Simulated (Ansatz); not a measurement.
ScAl₂ (MoSi2 or CaC2 type, I4/mmm) at seven volumes, the program Ansatz at the r²SCAN level (PAW), shape and atoms relaxed at each. One row is withheld.

```tsv
V (Å³/atom)	P (GPa)
16.617	?
17.165	5.65
17.713	2.62
18.260	0.01
18.808	-2.24
19.356	-4.16
19.904	-5.80
```

Q: Fit the shown pressures and predict the withheld one.

A: Third-order Birch–Murnaghan: P = (3/2)B₀(x^(7/2) − x^(5/2))[1 + (3/4)(B′ − 4)(x − 1)] with x = (V₀/V)^(2/3). Least squares on the six rows gives V₀ = 18.262 Å³/atom, B₀ = 80.42 GPa, B′ = 4.10. At V = 16.617, x = 1.0650 and P = 9.21 GPa. The run itself gave 9.16 GPa.

A made-up cell: these elements were put on the sites of a structure type; neither database checked (COD, Materials Project) lists it. Whether it is the stable phase at ambient conditions was not checked. The cell was relaxed with r²SCAN under the symmetry of its start; its stability against distortions is not shown here. No spin polarisation was allowed.

Potentials: the earlier of the program's two PAW sets.
